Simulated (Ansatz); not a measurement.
**LaAl2Ag3: what a change of scf.occupations.method, scf.occupations.width does**

Computed with the plane-wave PAW code Ansatz (scalar-relativistic, PAW set soft_2): r2SCAN, no spin polarisation, 500 eV cutoff, k-mesh 6×6×8. These are the settings of the reference run.

Cell:

```xyz
6
Lattice="2.7330 -4.9219 0.0000 2.7330 4.9219 0.0000 0.0000 0.0000 4.4941" Properties=species:S:1:pos:R:3 pbc="T T T"
Ag    2.7330   -1.7431    0.0000
Ag    2.7330    1.7431    0.0000
Ag    2.7330    0.0000    2.2471
Al    1.3665   -2.4609    2.2471
Al    1.3665    2.4609    2.2471
La    0.0000    0.0000    0.0000
```

The reference run of this cell is solved again as a single point with these keys changed:

| key | reference run | changed run |
| --- | --- | --- |
| scf.occupations.method | gaussian | fermi_dirac |
| scf.occupations.width | 0.05 | 0.025 |

Task: How does the changed run end?

Result: 

```
                                    quantity  reference run  changed run
energy, changed less reference (meV an atom)              0          0.0
                              pressure (GPa)            0.0          0.0
                        largest force (eV/Å)           0.00         0.00
                        gap on the mesh (eV)           0.00         0.00
```

The results hardly move, so these settings together matter little here. It took 9 iterations from the trained starting density.

Caveats: a single point, atoms not relaxed again.
